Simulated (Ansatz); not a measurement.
Collinear states of CoNiO₂

Computed with DFT PBE, scalar-relativistic, plane waves, PAW (Ansatz 0.2.0).

```
Co Ni O
1.0
     3.01433    0.00000    0.00000
     0.00000    3.01433    0.00000
     0.00000    0.00000    4.22229
Co Ni O
1 1 2
Direct
  0.50000 0.50000 0.50000
  0.00000 0.00000 0.00000
  0.50000 0.50000 0.00000
  0.00000 0.00000 0.50000
```

The plane-wave cutoff is 420 eV and the Γ-centred k-mesh is 14×14×10. The occupation rule is Gaussian smearing, 0.1 eV and the list of starting moments (μB, in atom order) is 3 2 0 0. The check for lower electronic states after the SCF is off.

Each order was relaxed in cell and atoms. Signs run over the atoms with starting moments. No Hubbard U is used, and semilocal functionals often make open-shell oxides metallic. Site moments are spin moments in atom-centred spheres that scale with the neighbour distance. The states are those that the runs reached from these starts; a lower one can exist.

Question: Order the starts by the energy of the state that they reach, lowest first.
A. ferromagnetic
B. ferrimagnetic in the cell, signs +-
C. no spin

Answer: A (0.00 meV/atom), B (8.05 meV/atom), C (108 meV/atom).

| start | ends | energy above lowest (meV/atom) | site moments (μB) | gap on mesh (eV) | volume (Å³/atom) |
| --- | --- | --- | --- | --- | --- |
| no spin | non-magnetic | 108 | none over 0.05 | metal | 8.82 |
| ferromagnetic | ferromagnetic | 0.00 | Co +2.34, Ni +1.37, O +0.24, O +0.31 | metal | 9.49 |
| ferrimagnetic in the cell, signs +- | ferrimagnetic | 8.05 | Co +2.23, Ni -1.36, O -0.09, O +0.08 | metal | 9.43 |

Cost: 3 runs of about 17 core-minutes in all, on Arm Neoverse V1 (shared hosts).